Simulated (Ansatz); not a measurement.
Relaxed-ion elastic tensor of Li (diamond, Fd-3m) in GPa (Voigt order), the program Ansatz at the PBE level (PAW); density 0.45 g/cm³, 25.66 Å³ per atom.

```
 -7.1   11.8   11.8    0.0    0.0    0.0
 11.8   -7.1   11.8    0.0    0.0    0.0
 11.8   11.8   -7.1    0.0    0.0    0.0
  0.0    0.0    0.0  -39.8    0.0    0.0
  0.0    0.0    0.0    0.0  -39.8    0.0
  0.0    0.0    0.0    0.0    0.0  -39.8
```

Question: Is the crystal mechanically stable?

Answer: No: the smallest eigenvalue of C is -39.8 GPa.

A made-up cell: these elements were put on the sites of a structure type; neither database checked (COD, Materials Project) lists it. It is not the phase usual at ambient conditions (space group No. 229). The cell was relaxed with PBE under the symmetry of its start. At this level the phase is dynamically unstable (imaginary phonons). As this level gives no gap, shear constants depend on the k-mesh and smearing (Fermi–Dirac, 0.1 eV here).

Potentials: the later of the program's two PAW sets.
